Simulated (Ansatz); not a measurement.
One run on EuSn3 (Pm-3m): U = 1.5 eV on Eu f

Computed with DFT, LDA+U, PAW with Ansatz's default frozen-core files, scalar-relativistic (Ansatz 0.2.0).

Command: `ansatz run input.yaml --threads 2 --pin off --max-ram 6144MiB --backend cpu --events-out ev --progress --plain --runs-dir out`

```yaml
crystal:
  lattice:
    - [4.7644144033, 0.0, 0.0]
    - [0.0, 4.7644144033, 0.0]
    - [0.0, 0.0, 4.7644144033]
  atoms:
    - { symbol: Eu, position: [0.0, 0.0, 0.0], spin: 7.0 }
    - { symbol: Sn, position: [0.0, 0.5, 0.5] }
    - { symbol: Sn, position: [0.5, 0.5, 0.0] }
    - { symbol: Sn, position: [0.5, 0.0, 0.5] }
magnetization:
  spin_polarized: true
kpoints:
  mp_grid: { grid: [6, 6, 6] }
scf:
  occupations: { method: fermi_dirac, width: 0.05 }
hamiltonian:
  xc: lda
  pseudopotentials: { kind: paw }
  hubbard: { sites: [{ species: Eu, l: f, u_eff: 1.5 }] }
output:
  forces: true
  stress: true
  eigenvalues: true
  hubbard: { sites: [{ species: Eu, l: f }] }
  populations: true
```

Output:

```
Eu: projections on atomic orbitals take those of the free atom [Kr 4d10] 4f7 5s2 5p6 5d0 6s2, of charge +0.00 (hamiltonian.pseudopotentials.projection_atoms); the dataset's partial waves leave at most 1.0e-3 of an orbital's norm unspanned inside its sphere
Sn: projections on atomic orbitals take those of the free atom [Kr] 4d10 5s2 5p2, of charge +0.00 (hamiltonian.pseudopotentials.projection_atoms); the dataset's partial waves leave at most 5.0e-6 of an orbital's norm unspanned inside its sphere
Engine: ansatz 0.2.0
Pseudopotentials: kind: paw
Pseudopotential: Eu, paw, valence charge 17, recommended cutoff 420 eV (normal), Eu.paw.azcp
Pseudopotential: Sn, paw, valence charge 14, recommended cutoff 420 eV (normal), Sn.paw.azcp
Functional definition: SPW92
  exchange = slater_x
  correlation = pw_c
Crystal: 4 atoms, lattice volume = 108.151 Å³
Basis set: ecut = 420 eV, 2103 PW (Γ)
Bands: 40, of which v1, the nominal top of the filled ones, is band 30 counted from 1 (29 counted from 0)
Symmetry: 48 space group operations
Space group: Pm-3m (ITA 221), of the structure as read, at distance tolerance 4.8e-5 Å
Magnetic group: BNS 221.92 (UNI 1594), of the structure as read, at distance tolerance 4.8e-5 Å
k-points: 20 of 216
Non-local potential: Eu, projectors of the file, l = 0: 3, l = 1: 2, l = 2: 2, l = 3: 3
Non-local potential: Sn, projectors of the file, l = 0: 2, l = 1: 2, l = 2: 2, l = 3: 2
PAW form: soft (Blöchl's): semilocal exchange-correlation on the pseudo side does not see the compensation charge
PAW frozen core: Eu, regenerated for the run's functional, and the local potential with it (the file was generated under x = pbe(κ = 0.804, μ = 0.2195149727645171), c = pbe(β = 0.06672455060314922))
PAW frozen core: Sn, regenerated for the run's functional, and the local potential with it (the file was generated under x = pbe(κ = 0.804, μ = 0.2195149727645171), c = pbe(β = 0.06672455060314922))
PAW one-centre angular grid: Eu, 590 points (default); XC on 64 Gauss nodes
[...]
        0.000000      -3.901536       0.000000
        0.000000       0.000000      -3.901536
  P = ⅓ Tr σ = -3.9015 GPa (-39.015 kbar)
--- Band table (eV; the first three rows and the last of 40) ---
  k-point 0 ↑: bands = ["-29.3916", "-9.7887", "-9.7887", "-9.7887", "-9.7852", "-9.6771", "-9.6771", "-9.6432", "-9.6432", "-9.6432", "-9.6403", "-9.6403", "-9.5532", "-9.5532", "-9.5532", "-9.5403", "-8.2211", "-8.2211", "-8.2211", "1.1757", "6.3390", "6.3390", "8.9086", "8.9086", "8.9086", "10.7286", "10.7286", "10.7286", "10.8391", "10.9634", "10.9634", "10.9634", "13.4607", "13.7498", "13.749 …
  k-point 1 ↑: bands = ["-29.3914", "-9.7867", "-9.7793", "-9.7752", "-9.7752", "-9.6778", "-9.6689", "-9.6496", "-9.6496", "-9.6484", "-9.6451", "-9.6400", "-9.5693", "-9.5693", "-9.5532", "-9.5477", "-8.2291", "-8.2098", "-8.2098", "1.3783", "5.5823", "6.4468", "8.9798", "8.9798", "9.5029", "10.6876", "10.7211", "10.7211", "10.8365", "10.9442", "10.9442", "10.9685", "12.1902", "12.6596", "12.659 …
  k-point 2 ↑: bands = ["-29.3909", "-9.7826", "-9.7656", "-9.7391", "-9.7391", "-9.6809", "-9.6647", "-9.6626", "-9.6626", "-9.6492", "-9.6489", "-9.6385", "-9.6103", "-9.6103", "-9.5667", "-9.5532", "-8.2448", "-8.1874", "-8.1874", "1.9546", "4.2910", "6.7064", "9.1293", "9.1293", "10.3913", "10.4724", "10.6767", "10.6767", "10.8314", "10.8999", "10.8999", "11.0850", "11.1752", "12.0927", "12.09 …
  k-point 19 ↓: bands = ["-26.4970", "-9.7399", "-9.7399", "-9.7399", "-9.7092", "-9.7092", "-9.7092", "-9.7052", "-9.6514", "-9.6514", "-9.6514", "-9.6219", "-9.6219", "-9.5549", "-9.5549", "-9.5549", "-6.1152", "-6.1152", "-6.1152", "4.5232", "4.5232", "4.5232", "6.9623", "8.7804", "8.7804", "8.7804", "13.5266", "16.0141", "16.0141", "16.1470", "16.1470", "16.1470", "16.6566", "16.6566", "16.656 …
Occupation matrices written to <dir>
--- Löwdin populations: 4 sites ---
  site symbol       q [e]    m [muB]
     0     Eu     17.3220     6.9582
     1     Sn     13.8654    -0.0160
     2     Sn     13.8654    -0.0160
     3     Sn     13.8654    -0.0160
  spilling = 0.001387 (of n_electrons = 59.000000)
--- Occupation matrices: 1 shell (run DFT+U table (all-electron-ortho-atomic); ε = 1.63e-3) ---
  Eu0 f_4F: site group Oh (m-3m)
  Eu0 f_4F up     Tr n = 6.8304  λ = 0.961 0.961 0.961 0.987 0.987 0.987 0.987  [3× z(x2-y2) 0.33 (T2u 1.00) T2u(1.00) | 4× z3 0.25 (T1u 0.75) T1u(0.75)]
  Eu0 f_4F dn     Tr n = 0.0228  λ = 0.002 0.002 0.002 0.002 0.004 0.004 0.004  [4× z3 0.25 (T1u 0.75) T1u(0.75) | 3× z(x2-y2) 0.33 (T2u 1.00) T2u(1.00)]
  Tr n, λ and their labels are of the run-group-symmetrised matrices; stabiliser: 48 of 96 elements of G0×{1,Θ} (closed), max defect 4.0e-15 at τ = 3.5e-4
```

populations.tsv:

```
# site	symbol	l	j	q_up	q_dn
# orbitals = lowdin
# n_electrons = 59.000000
# spilling = 0.001387
# projection_atom_Eu: [Kr 4d10] 4f7 5s2 5p6 5d0 6s2
# projection_atom_Sn: [Kr] 4d10 5s2 5p2
0	Eu	0_5S	-	0.970638	0.975329
0	Eu	0_6S	-	0.207084	0.191717
0	Eu	1_5P	-	2.987390	2.980422
0	Eu	2_5D	-	1.132083	1.006705
0	Eu	3_4F	-	6.842929	0.027735
1	Sn	0_5S	-	0.756542	0.763630
1	Sn	1_5P	-	1.172408	1.181567
1	Sn	2_4D	-	4.995737	4.995490
2	Sn	0_5S	-	0.756542	0.763630
2	Sn	1_5P	-	1.172408	1.181567
2	Sn	2_4D	-	4.995737	4.995490
3	Sn	0_5S	-	0.756542	0.763630
3	Sn	1_5P	-	1.172408	1.181567
3	Sn	2_4D	-	4.995737	4.995490
```

Site moments (μB): Eu1 6.79, Sn2 0.00, Sn3 0.00, Sn4 0.00. Cell moment 6.91 μB.

The magnetic group in the log treats spin as a scalar label, without spin–orbit coupling.

The PAW files were made with PBE; the program remakes their cores once for the run's functional and then keeps them frozen. Spin–orbit coupling is left out although heavy atoms are present. With open f shells a run can end in a state that isn't the lowest. These are results for the start and cell typed. The real compound can order otherwise, in a larger cell, or not at all, since semilocal functionals without spin fluctuations often overstate magnetism; near a collapse of the moment, mesh and smearing move it by tens of per cent.

It took 5.9 s on 2 threads of Intel(R) Xeon(R) 6975P-C (Granite Rapids), with other jobs on the host, peak memory 0.59 GiB.
